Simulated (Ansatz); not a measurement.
A distorted cell of CdSe (wurtzite):

```
CELL_PARAMETERS angstrom
      4.41115     0.00000     0.00000
     -2.20558     3.82017     0.00000
      0.00000     0.00000     7.19408
ATOMIC_POSITIONS crystal
  Cd 0.66667 0.33333 0.00056
  Cd 0.33333 0.66667 0.50056
  Se 0.66667 0.33333 0.62464
  Se 0.33333 0.66667 0.12464
```

Level of theory: r2SCAN (plane waves to 500 eV, PAW, scalar-relativistic; Ansatz, a quantum-chemistry and plane-wave program). k mesh 9×9×5 (Γ-centred), Fermi-Dirac smearing 0.05 eV. E stands for the smeared free energy. Compression counts positive. CdSe was relaxed with its symmetry unable to fall.

Q: What is the stress tensor (GPa)?

A: 
```
  -2.24     0.00     0.00
   0.00    -2.24     0.00
   0.00     0.00    -2.25
```
The pressure, a third of the trace, is -2.24 GPa.

Q: It is the relaxed cell scaled evenly to V/V₀ = 1.050, atoms relaxed where free. What is its energy relative to the relaxed cell?

A: 10.6 meV/atom.

(Under strain, the slope of the energy per volume gives the stress and its curvature an elastic modulus.)
